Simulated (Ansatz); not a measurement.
# Li started on a F site next to F started in the widest void in cubic perovskite LiBaF3, 41 atoms, charge 0

All numbers below come from DFT, HSE06, PAW, plane waves in Ansatz 0.2.0.

Input file:

```yaml
crystal:
  lattice:
    - [7.917162, 0.000000, 0.000000]
    - [0.000000, 7.917162, 0.000000]
    - [0.000000, 0.000000, 7.917162]
  atoms:
    - { symbol: Ba, position: [0.002003, 0.987303, 0.004166], spin: 0.1 }
    - { symbol: Ba, position: [0.986305, 0.978445, 0.574624], spin: 0.1 }
    - { symbol: Ba, position: [0.001448, 0.503013, 0.994795] }
    - { symbol: Ba, position: [0.003515, 0.505028, 0.495723] }
    - { symbol: Ba, position: [0.497974, 0.002292, 0.992990] }
    - { symbol: Ba, position: [0.498349, 0.996297, 0.501639] }
    - { symbol: Ba, position: [0.518007, 0.509615, 0.006915] }
    - { symbol: Ba, position: [0.513093, 0.501072, 0.502525] }
    - { symbol: Li, position: [0.289947, 0.310063, 0.210823], spin: 0.1 }
    - { symbol: Li, position: [0.256484, 0.256154, 0.757262], spin: 0.1 }
    - { symbol: Li, position: [0.255357, 0.753098, 0.254273] }
    - { symbol: Li, position: [0.261175, 0.739361, 0.753846] }
    - { symbol: Li, position: [0.754599, 0.229634, 0.258570] }
    - { symbol: Li, position: [0.749609, 0.253584, 0.756539] }
    - { symbol: Li, position: [0.750731, 0.755933, 0.255154] }
    - { symbol: Li, position: [0.741781, 0.739641, 0.759152] }
    - { symbol: Li, position: [0.141866, 0.142923, 0.332694], spin: 0.1 }
    - { symbol: F, position: [0.274221, 0.269943, 0.991877] }
    - { symbol: F, position: [0.258033, 0.741094, 0.998438] }
    - { symbol: F, position: [0.245018, 0.768330, 0.507883] }
    - { symbol: F, position: [0.755916, 0.246534, 0.007325] }
    - { symbol: F, position: [0.763772, 0.246379, 0.507317] }
    - { symbol: F, position: [0.752540, 0.749824, 0.002792] }
    - { symbol: F, position: [0.754246, 0.748767, 0.508946] }
    - { symbol: F, position: [0.051048, 0.315912, 0.235192], spin: 0.1 }
    - { symbol: F, position: [0.004343, 0.247874, 0.765944] }
    - { symbol: F, position: [0.005823, 0.729557, 0.242207], spin: 0.1 }
    - { symbol: F, position: [0.000481, 0.732445, 0.766370] }
    - { symbol: F, position: [0.504984, 0.269741, 0.260743] }
    - { symbol: F, position: [0.502440, 0.249054, 0.739037] }
    - { symbol: F, position: [0.504273, 0.735083, 0.258655] }
    - { symbol: F, position: [0.502507, 0.745411, 0.751268] }
    - { symbol: F, position: [0.276286, 0.002680, 0.232345], spin: 0.1 }
    - { symbol: F, position: [0.251547, 0.000112, 0.766169] }
    - { symbol: F, position: [0.277774, 0.520911, 0.270584] }
    - { symbol: F, position: [0.254030, 0.497087, 0.731744] }
    - { symbol: F, position: [0.675740, 0.993637, 0.243604], spin: 0.1 }
    - { symbol: F, position: [0.739778, 0.995614, 0.767343] }
    - { symbol: F, position: [0.755848, 0.497737, 0.254911] }
    - { symbol: F, position: [0.750843, 0.497602, 0.756060] }
    - { symbol: F, position: [0.952875, 0.047226, 0.292135], spin: 0.1 }
  symmetry: { detect: false }
kpoints:
  mp_grid: { grid: [1, 1, 1], shift: [0.25, 0.25, 0.25] }
hamiltonian:
  xc: hse06
magnetization:
  spin_polarized: true
scf:
  occupations: { method: fermi_dirac, width: 0.01 }
output:
  forces: true
  eigenvalues: true
  populations: true
  eigenstates: { kpoints: [[0.25, 0.25, 0.25]], e_range: [-6.0, 6.0], localisation: true }
```

Started with:

```sh
ansatz run in.yaml --threads 7 --pin off --max-ram 13300MiB --runs-dir r --events-out ev --progress --plain
```

The program printed, less machine lines and repeats, with […] for rows cut from tables:

```
Pseudopotentials: kind: paw
Functional definition: HSE06
  parameter a = 0.25
  parameter omega = 0.11/bohr
  exchange = pbe_x - a*pbe_x_sr(omega) + a*exact_x_sr(omega)
  correlation = pbe_c
Crystal: 41 atoms, lattice volume = 496.259 Å³
Basis set: ecut = 420 eV, 9771 PW (Γ), exchange–correlation on 108×108×108 points (8 copies of the dense FFT grid, shifted against one another)
Bands: 179, of which v1, the nominal top of the filled ones, is band 138 counted from 1 (137 counted from 0)
Symmetry: 1 space group operations
k-points: 1
Non-local potential: Ba, projectors of the file, l = 0: 3, l = 1: 2, l = 2: 2, l = 3: 2
Non-local potential: Li, projectors of the file, l = 0: 3, l = 1: 2, l = 2: 1
Non-local potential: F, projectors of the file, l = 0: 2, l = 1: 2, l = 2: 1
PAW form: soft (Blöchl's): semilocal exchange-correlation on the pseudo side does not see the compensation charge
PAW frozen core: Ba, regenerated for the run's functional, and the local potential with it (the file was generated under x = pbe(κ = 0.804, μ = 0.2195149727645171), c = pbe(β = 0.06672455060314922))
PAW frozen core: F, regenerated for the run's functional, and the local potential with it (the file was generated under x = pbe(κ = 0.804, μ = 0.2195149727645171), c = pbe(β = 0.06672455060314922))
PAW one-centre angular grid: Ba, 194 points (default); XC on 64 Gauss nodes
PAW one-centre angular grid: Li, 110 points (default); XC on 96 Gauss nodes
PAW one-centre angular grid: F, 110 points (default); XC on 64 Gauss nodes
Initial density: superposition of atomic densities (chi_scale 0.1, normalization cell, long waves kept (reshape's long-wave potential 0.23 eV rms))
Starting moments: Σ|m| = 1 μB on 10 of 41 sites
Initial wavefunctions: pseudopotential atomic-orbital guess
Functional: x = pbe(κ = 0.804, μ = 0.2195149727645171), c = pbe(β = 0.06672455060314922), warm-up for x = pbe(κ = 0.804, μ = 0.2195149727645171) + 0.25 (exact − pbe) at short range (hse, ω = 0.20786987370883472 Å⁻¹), c = pbe(β = 0.06672455060314922); HSE06 as pw.x's `hse` composes it (authors' and Libxc's form: `xc: wpbeh`)
iter 1 solved again at ethr=2.87e-2 eV; its pass at ethr=1.00e-1 eV (dr2=7.89e1 eV) is discarded
SCF iter   1: F=—  HF=-68928.588142 eV  |F-HF|=—  |Δ(HF+E_count)|=         —  Δρ=6.39e-2 (↑6.39e-2 ↓6.30e-2)  dr2=7.93e1  dr2_m=1.35e-1  M=0.825 μB ∫|m|=0.877 μB  β_m=0.30  ethr=2.87e-2  ⟨swp⟩=2.0  Hψ=2130  notcnv=0
preconditioner: auto → none  [insulator: Δε(μ)=0.047 eV  Ē_g=13.862 eV  σ=0.010 eV  W_gap=0.82  n_scr=122 (ndim 8)  ℏωp=25.9 eV  f_vac=0.000  D(μ)=15.97/eV (n_scr^D=122)]
iter 2 solved again at ethr=1.72e-3 eV; its pass at ethr=2.87e-2 eV (dr2=4.72e0 eV) is discarded
SCF iter   2: F=—  HF=-68906.664227 eV  |F-HF|=—  |Δ(HF+E_count)|=    2.19e1  Δρ=1.71e-2 (↑1.51e-2 ↓1.71e-2)  dr2=4.63e0  dr2_m=9.13e-2  M=1.000 μB ∫|m|=1.038 μB  β_m=0.30  ethr=1.72e-3  ⟨swp⟩=6.0  Hψ=1935  notcnv=0  defer=15
SCF iter   3: F=—  HF=-68906.029659 eV  |F-HF|=—  |Δ(HF+E_count)|=   6.35e-1  Δρ=1.03e-2 (↑8.99e-3 ↓1.03e-2)  dr2=1.48e0  dr2_m=4.89e-2  M=1.000 μB ∫|m|=1.035 μB  β_m=0.30  ethr=1.68e-3  ⟨swp⟩=8.0  Hψ=854  notcnv=0  defer=3
SCF iter   4: F=—  HF=-68906.194346 eV  |F-HF|=—  |Δ(HF+E_count)|=   1.65e-1  Δρ=3.90e-3 (↑3.76e-3 ↓3.90e-3)  dr2=8.34e-2  dr2_m=2.69e-2  M=1.000 μB ∫|m|=1.029 μB  β_m=0.30  ethr=5.39e-4  ⟨swp⟩=9.0  Hψ=1194  notcnv=0  defer=2
SCF iter   5: F=—  HF=-68906.302001 eV  |F-HF|=—  |Δ(HF+E_count)|=   1.08e-1  Δρ=2.24e-3 (↑2.05e-3 ↓2.24e-3)  dr2=1.52e-2  dr2_m=1.42e-2  M=1.000 μB ∫|m|=1.025 μB  β_m=0.30  ethr=3.03e-5  ⟨swp⟩=9.0  Hψ=1139  notcnv=0  defer=2
SCF iter   6: F=—  HF=-68906.337624 eV  |F-HF|=—  |Δ(HF+E_count)|=   3.56e-2  Δρ=1.38e-3 (↑1.38e-3 ↓1.30e-3)  dr2=1.35e-3  dr2_m=7.55e-3  M=1.000 μB ∫|m|=1.023 μB  β_m=0.30  ethr=5.53e-6  ⟨swp⟩=8.5  Hψ=1168  notcnv=0  defer=4
Mixer restart at iter 6: flushing history
spin-set hold released at iteration 6 (site moments contracting): the magnetisation degrees of freedom join the quasi-Newton model from the next iteration; the mixer history was flushed
SCF iter   7: F=—  HF=-68906.350414 eV  |F-HF|=—  |Δ(HF+E_count)|=   1.28e-2  Δρ=9.90e-4 (↑9.90e-4 ↓9.43e-4)  dr2=5.95e-4  dr2_m=3.99e-3  M=1.000 μB ∫|m|=1.021 μB  β_m=0.65  ethr=4.92e-7  ⟨swp⟩=6.5  Hψ=955  notcnv=0  defer=6
SCF iter   8: F=—  HF=-68906.361216 eV  |F-HF|=—  |Δ(HF+E_count)|=   1.08e-2  Δρ=1.94e-4 (↑1.94e-4 ↓1.50e-4)  dr2=4.14e-4  dr2_m=1.55e-5  M=1.000 μB ∫|m|=1.018 μB  β_m=0.55  ethr=2.16e-7  ⟨swp⟩=7.0  Hψ=1180  notcnv=0  defer=4
SCF iter   9: F=-68906.361067 eV  HF=-68906.361133 eV  |F-HF|=6.55e-5  |Δ(HF+E_count)|=   8.31e-5  Δρ=5.98e-5 (↑3.64e-5 ↓5.98e-5)  dr2=2.18e-5  dr2_m=5.90e-6  M=1.000 μB ∫|m|=1.017 μB  ethr=1.50e-7  ⟨swp⟩=5.5  Hψ=841  notcnv=0  defer=4
SCF 1 stopped early in 9 iterations: F = -68906.361067 eV  dr2 = 2.18e-5
  greatest PAW one-centre occupation: 1.000 electrons in one spin orbital (limit 2), on the Li atom at site 16 (counted from 0), in its partial waves of l = 0
Initial density: handed on by an earlier stage of this run
Starting moments: Σ|m| = 1 μB on 10 of 41 sites; this step starts from the density that it was given
Initial wavefunctions: those handed on with the density
Functional: x = pbe(κ = 0.804, μ = 0.2195149727645171) + 0.25 (exact − pbe) at short range (hse, ω = 0.20786987370883472 Å⁻¹), c = pbe(β = 0.06672455060314922); HSE06 as pw.x's `hse` composes it (authors' and Libxc's form: `xc: wpbeh`)
Exchange kernel: α = 0.2500, screened, ω = 0.2079 Å⁻¹, Wigner–Seitz truncation, v(0) = 771.9244 eV·Å³, q-mesh 1×1×1, nearest image of the exchange supercell L = 7.92 Å, pair-density grid 40×40×40, without the augmentation charges, whose exchange is taken in its separable form (sized by the pseudopotential files, 54×54×54 at the most)
Frozen-core exchange: fock
SCF iter   1: F=—  HF=-68943.300112 eV  |F-HF|=—  |Δ(HF+E_count)|=         —  Δρ=4.45e-3 (↑4.42e-3 ↓4.45e-3)  dr2=4.57e-1  dr2_m=1.07e-4  M=1.000 μB ∫|m|=1.025 μB  β_m=0.30  ethr=7.94e-8  ⟨swp⟩=18.0  Hψ=2571  notcnv=0
preconditioner: auto → none  [insulator: Δε(μ)=2.194 eV  Ē_g=15.148 eV  σ=0.010 eV  W_gap=1.00  n_scr=122 (ndim 8)  ℏωp=23.2 eV  f_vac=0.000  D(μ)=0.00/eV (n_scr^D=0)]
SCF iter   2: F=—  HF=-68943.250541 eV  |F-HF|=—  |Δ(HF+E_count)|=   4.96e-2  Δρ=2.68e-3 (↑2.68e-3 ↓2.67e-3)  dr2=1.29e-1  dr2_m=8.13e-5  M=1.000 μB ∫|m|=1.023 μB  β_m=0.43  ethr=7.94e-8  ⟨swp⟩=7.0  Hψ=1745  notcnv=0  defer=24
SCF iter   3: F=—  HF=-68943.223228 eV  |F-HF|=—  |Δ(HF+E_count)|=   2.73e-2  Δρ=2.06e-3 (↑2.06e-3 ↓2.06e-3)  dr2=2.88e-2  dr2_m=1.38e-5  M=1.000 μB ∫|m|=1.023 μB  β_m=0.55  ethr=7.94e-8  ⟨swp⟩=9.5  Hψ=1895  notcnv=0  defer=11
SCF iter   4: F=—  HF=-68943.213305 eV  |F-HF|=—  |Δ(HF+E_count)|=   9.92e-3  Δρ=6.15e-4 (↑6.15e-4 ↓6.13e-4)  dr2=7.77e-3  dr2_m=4.38e-6  M=1.000 μB ∫|m|=1.023 μB  β_m=0.53  ethr=7.94e-8  ⟨swp⟩=6.0  Hψ=1522  notcnv=0  defer=2
SCF iter   5: F=—  HF=-68943.211619 eV  |F-HF|=—  |Δ(HF+E_count)|=   1.69e-3  Δρ=3.82e-4 (↑3.82e-4 ↓3.81e-4)  dr2=2.81e-3  dr2_m=8.63e-7  M=1.000 μB ∫|m|=1.023 μB  β_m=0.64  ethr=7.94e-8  ⟨swp⟩=6.0  Hψ=1151  notcnv=0
SCF iter   6: F=—  HF=-68943.210841 eV  |F-HF|=—  |Δ(HF+E_count)|=   7.78e-4  Δρ=6.62e-5 (↑6.62e-5 ↓6.48e-5)  dr2=9.25e-5  dr2_m=9.50e-8  M=1.000 μB ∫|m|=1.023 μB  β_m=0.60  ethr=7.94e-8  ⟨swp⟩=5.5  Hψ=1179  notcnv=0
SCF iter   7: F=-68943.210812 eV  HF=-68943.210813 eV  |F-HF|=1.05e-6  |Δ(HF+E_count)|=   2.77e-5  Δρ=1.10e-5 (↑1.10e-5 ↓1.09e-5)  dr2=1.84e-6  dr2_m=1.50e-8  M=1.000 μB ∫|m|=1.023 μB  ethr=3.35e-8  ⟨swp⟩=4.0  Hψ=784  notcnv=0  defer=6
SCF 2 stopped early in 7 iterations: F = -68943.210812 eV  dr2 = 1.84e-6
  Residual-converged pass: ⟨swp⟩=4.0  Hψ=1122  notcnv=0  max |occ|·‖R‖ = 3.9e-6 eV (tolerance 6.7e-6 eV)  dr2=1.58e-6  dr2_m=1.51e-8  dr2_onsite=8.68e-8  max |Δocc| = 0.0e0
hybrid outer 1: dexx = +8.424e-2 eV, tail = 2.44e-4 eV
SCF iter   1: F=—  HF=-68943.210734 eV  |F-HF|=—  |Δ(HF+E_count)|=         —  Δρ=1.88e-5 (↑1.88e-5 ↓1.86e-5)  dr2=1.57e-6  dr2_m=3.86e-9  M=1.000 μB ∫|m|=1.023 μB  β_m=0.30  ethr=4.45e-7  ⟨swp⟩=10.0  Hψ=992  notcnv=0
preconditioner: auto → none  [insulator: Δε(μ)=2.220 eV  Ē_g=14.997 eV  σ=0.010 eV  W_gap=1.00  n_scr=122 (ndim 8)  ℏωp=23.2 eV  f_vac=0.000  D(μ)=0.00/eV (n_scr^D=0)]
SCF iter   2: F=—  HF=-68943.210744 eV  |F-HF|=—  |Δ(HF+E_count)|=   9.76e-6  Δρ=1.59e-5 (↑1.59e-5 ↓1.56e-5)  dr2=1.71e-6  dr2_m=2.49e-9  M=1.000 μB ∫|m|=1.023 μB  β_m=0.30  ethr=5.50e-10  ⟨swp⟩=6.0  Hψ=1474  notcnv=0  defer=5
SCF iter   3: F=—  HF=-68943.210744 eV  |F-HF|=—  |Δ(HF+E_count)|=   1.65e-7  Δρ=1.14e-5 (↑1.14e-5 ↓1.12e-5)  dr2=7.76e-7  dr2_m=1.60e-9  M=1.000 μB ∫|m|=1.023 μB  β_m=0.62  ethr=5.50e-10  ⟨swp⟩=3.0  Hψ=663  notcnv=0  defer=15
SCF iter   4: F=—  HF=-68943.210744 eV  |F-HF|=—  |Δ(HF+E_count)|=   2.16e-7  Δρ=4.29e-6 (↑4.23e-6 ↓4.29e-6)  dr2=1.84e-7  dr2_m=9.93e-11  M=1.000 μB ∫|m|=1.023 μB  β_m=0.68  ethr=2.82e-10  ⟨swp⟩=5.5  Hψ=948  notcnv=0  defer=5
SCF iter   5: F=—  HF=-68943.210744 eV  |F-HF|=—  |Δ(HF+E_count)|=   5.26e-8  Δρ=2.16e-6 (↑2.13e-6 ↓2.16e-6)  dr2=4.25e-8  dr2_m=2.26e-11  M=1.000 μB ∫|m|=1.023 μB  β_m=0.68  ethr=6.60e-11  ⟨swp⟩=6.5  Hψ=801  notcnv=0  defer=5
SCF iter   6: F=—  HF=-68943.210744 eV  |F-HF|=—  |Δ(HF+E_count)|=   1.79e-8  Δρ=7.04e-7 (↑7.03e-7 ↓7.04e-7)  dr2=3.57e-9  dr2_m=9.52e-12  M=1.000 μB ∫|m|=1.023 μB  β_m=0.81  ethr=1.51e-11  ⟨swp⟩=6.0  Hψ=893  notcnv=0  defer=4
SCF iter   7: F=—  HF=-68943.210744 eV  |F-HF|=—  |Δ(HF+E_count)|=  8.88e-10  Δρ=4.40e-7 (↑4.40e-7 ↓4.39e-7)  dr2=1.72e-9  dr2_m=1.98e-12  M=1.000 μB ∫|m|=1.023 μB  β_m=0.74  ethr=3.13e-12 (applied; sched 1.25e-12)  ⟨swp⟩=5.5  Hψ=693  notcnv=0  defer=6
SCF iter   8: F=-68943.210744 eV  HF=-68943.210744 eV  |F-HF|=4.51e-10  |Δ(HF+E_count)|=  5.24e-10  Δρ=2.31e-7 (↑2.31e-7 ↓2.29e-7)  dr2=4.81e-10  dr2_m=5.46e-13  M=1.000 μB ∫|m|=1.023 μB  ethr=2.85e-12 (applied; sched 1.00e-12)  ⟨swp⟩=4.0  Hψ=639  notcnv=0
SCF 3 converged in 8 iterations: F = -68943.210744 eV  dr2 = 4.81e-10
  Residual-converged pass: ⟨swp⟩=3.0  Hψ=908  notcnv=0  max |occ|·‖R‖ = 2.1e-7 eV (tolerance 2.7e-7 eV)  dr2=4.03e-10  dr2_m=6.74e-13  dr2_onsite=6.15e-11  max |Δocc| = 0.0e0
hybrid outer 2: dexx = +2.363e-6 eV, tail = 4.42e-8 eV, Δε = 3.79e-4 eV (about 6.68e-6 eV left of the loop's levels), ΔF = 2.19e-3 eV/Å (tail 2.66e-4)
NSCF: frozen V_eff on 1 k-points
this state was not tested for a lower state beside it, because the functional holds exact exchange (a hybrid, or Hartree-Fock), whose exchange loop this test does not read (fock_operator); the stability check (scf.self_checks: high) cannot read this state: a pseudopotential is PAW: the check reads norm-conserving sets alone
hybrid SCF converged: 2 outer / 15 inner (+9 warm-up), last move |dexx| = 2.36e-6 eV, tail = 4.42e-8 eV
Magnetization: 1.0000 μB (138.0000 up, 137.0000 down)
Absolute magnetization: 1.0249 μB (∫|ρ↑−ρ↓|, with the PAW one-centre terms)
Spin contamination: 0.0005 ħ² per cell (⟨S²⟩ above its minimum at these occupations)
Per-site moments (μB) at R_I (Å): [(0.00010871639036070788, 0.9739099016744034), (0.020682760905098393, 0.9557695219865336), (0.00032368777870134404, 1.007960336776256), (0.018380029387215058, 1.0627785885889462), (0.00017673142854642546, 1.0038536585892666), (0.020826031713816567, 1.0226620248277087), (0.00010037742009051456, 1.0964780163015737), (0.009898720351374466, 1.0810104489368135), (0.003
Free energy (F): -68943.210744 eV
Harris-Foulkes:  -68943.210744 eV  (|F-HF|=4.51e-10)
Internal energy: -68943.210744 eV  (E = F + TS)
E sigma→0 (E₀):  -68943.210744 eV
Fermi energy:    10.861329 eV
--- Per-component energies (eV) ---
  E_band       = -1732.119354
  E_kinetic    = 6627.860826
  E_local      = -15688.374759  (includes V_loc(G=0)·N_el)
  E_nonlocal   = 1888.351566
  E_hartree    = 5887.489957
  E_xc         = -2727.743423
  E_vxc        = -2966.513399  (∫ρ·V_xc dr)
  E_exx        = -902.549525  (= α·E_x^exact, valence–valence)
  E_paw        = -46628.171931  (= ΣΔE_a)
  E_vpaw       = -1563.377721  (= ΣTr[D̂ρ^β])
  E_aug_tail   = 0.049873  (compensation charges beyond the density's cutoff)
  E_ewald      = -17398.212785
  E_core_change = -1.910567  (= ΣΔE_core)
  E_smearing   = -0.000000  (= −TS)
  E_closure    = 0.000024  (closes the sum)
  Σ components = -68943.210744   (vs F -68943.210744, Δ=0.00e0)
--- Forces (eV/Å), atoms counted from 1 ---
  atom   1  Ba    -0.00461119     0.02597766     0.04522144
  atom   2  Ba     0.05713386     0.06546390    -0.11996120
  atom   3  Ba     0.01098085    -0.01170922    -0.00396220
  atom   4  Ba     0.02881130    -0.05344771     0.02327743
  atom   5  Ba     0.00474915    -0.00039637    -0.00436117
  atom   6  Ba    -0.04134339     0.05338813     0.01075301
  atom   7  Ba    -0.02367193    -0.01348708    -0.02155226
  atom   8  Ba    -0.02878182    -0.02268498     0.01679494
  atom   9  Li    -0.01976880     0.00857072     0.01327012
  atom  10  Li     0.00355068     0.00949237     0.01782400
  atom  11  Li     0.00653019    -0.02420659     0.00305754
  atom  12  Li     0.01595375    -0.01293249     0.00275201
  atom  13  Li    -0.01912871    -0.03304535     0.00384399
  atom  14  Li    -0.00569019     0.00964848    -0.00377436
  atom  15  Li    -0.01855879     0.01151405    -0.00691252
  atom  16  Li    -0.01834740    -0.01063025     0.01195239
  atom  17  Li    -0.03924022    -0.00197791    -0.08760733
  atom  18  F     -0.01425516     0.00218626     0.02234844
  atom  19  F      0.00181452    -0.00236387    -0.02140010
  atom  20  F      0.00265163    -0.02124627     0.01255743
  atom  21  F      0.00316780     0.00001302     0.00330672
  atom  22  F     -0.00462036    -0.00649700    -0.00170139
  atom  23  F     -0.00582927    -0.00244892    -0.01557013
  atom  24  F     -0.00295452    -0.00072590     0.00902561
  atom  25  F      0.08266203    -0.09049677     0.03066691
  atom  26  F     -0.00059893     0.01514975    -0.00161589
  atom  27  F      0.00367965     0.03461620     0.02208580
  atom  28  F     -0.00404167     0.00023428    -0.00783475
  atom  29  F     -0.05395475    -0.00020375    -0.02688591
  atom  30  F      0.00416531     0.01589731     0.01906112
  atom  31  F      0.00045850     0.01673047    -0.00411747
  atom  32  F      0.00323297    -0.00828499     0.00051186
  atom  33  F     -0.07710254     0.01245899     0.05708932
  atom  34  F      0.01286070    -0.00125685    -0.00117184
  atom  35  F     -0.00907717    -0.02772376    -0.04530530
  atom  36  F      0.01359418    -0.00018109     0.02710859
  atom  37  F      0.06896081    -0.00937313     0.00570577
  atom  38  F     -0.00186509    -0.00428108    -0.00436034
  atom  39  F      0.00319962     0.00499136    -0.00017630
  atom  40  F     -0.00262264     0.00104954    -0.00822157
  atom  41  F      0.06744137     0.07305713     0.02749822
  max |Σ_I F_I| component: 8.38e-4 eV/Å
--- Band table (eV) ---
  k-point 0 ↑: bands = ["-39.9409", "-39.6203", "-39.5687", "-39.3644", "-39.3595", "-39.3169", "-39.2414", "-39.1397", "-38.9875", "-20.7244", "-20.4859", "-20.3815", "-20.3224", "-20.2282", "-20.1586", "-20.0866", "-20.0260", "-18.2997", "-18.1529", "-18.0201", "-17.9842", "-17.9461", "-17.8642", "-17.8256", "-17.7847", "-17.7590", "-17.6827", "-17.6625", "-17.6079", "-17.5962", "-17.5470", "-17 …
  k-point 0 ↓: bands = ["-39.8435", "-39.5995", "-39.5686", "-39.3640", "-39.3592", "-39.2917", "-39.2412", "-39.1397", "-38.9873", "-20.7161", "-20.4811", "-20.3612", "-20.2968", "-20.2033", "-20.1450", "-20.0774", "-20.0178", "-18.2933", "-18.1483", "-18.0078", "-17.9700", "-17.9425", "-17.8571", "-17.8195", "-17.7760", "-17.7531", "-17.6766", "-17.6525", "-17.5954", "-17.5835", "-17.5357", "-17 …
--- Löwdin populations: 41 sites ---
  site symbol       q [e]    m [muB]
     0     Ba      8.1325     0.0135
     1     Ba      8.1135     0.0368
     2     Ba      8.1381     0.0065
     3     Ba      8.1617     0.0444
     4     Ba      8.1368     0.0061
     5     Ba      8.1664     0.0546
     6     Ba      8.1205     0.0033
     7     Ba      8.1476     0.0287
     8     Li      2.2749     0.0188
     9     Li      2.3518     0.0937
    10     Li      2.2851     0.0072
    11     Li      2.2906     0.0029
    12     Li      2.2815     0.0074
    13     Li      2.2894     0.0028
    14     Li      2.2823     0.0004
    15     Li      2.2919     0.0008
    16     Li      2.4777     0.2548
    17      F      7.7819     0.0011
    18      F      7.7776     0.0002
    19      F      7.7783     0.0013
    20      F      7.7769     0.0001
    21      F      7.7788     0.0013
    22      F      7.7773     0.0000
    23      F      7.7745     0.0028
    24      F      7.7806     0.0104
    25      F      7.7796     0.0068
    26      F      7.7762     0.0004
    27      F      7.7782     0.0008
    28      F      7.7782     0.0067
    29      F      7.7814     0.0058
    30      F      7.7788     0.0004
    31      F      7.7805     0.0003
    32      F      7.7772     0.0090
    33      F      7.7811     0.0068
    34      F      7.7820     0.0047
    35      F      7.7815     0.0063
    36      F      7.7785     0.0003
    37      F      7.7764     0.0011
    38      F      7.7776     0.0004
    39      F      7.7805     0.0002
    40      F      7.7788     0.0031
  spilling = 0.008601 (of n_electrons = 275.000000)
```

Total energies depend on the potentials used, so only differences within one code and one set of settings carry meaning.

The atoms are those of an earlier PBEsol relaxation. One k point and one spin start were run, so the state needn't be the lowest, and an added charge can sit in a band of the host.

Time: 2.7 min of wall time on 7 threads of a Neoverse-V2 processor, on a host shared with other runs; peak host memory 2.2 GiB.
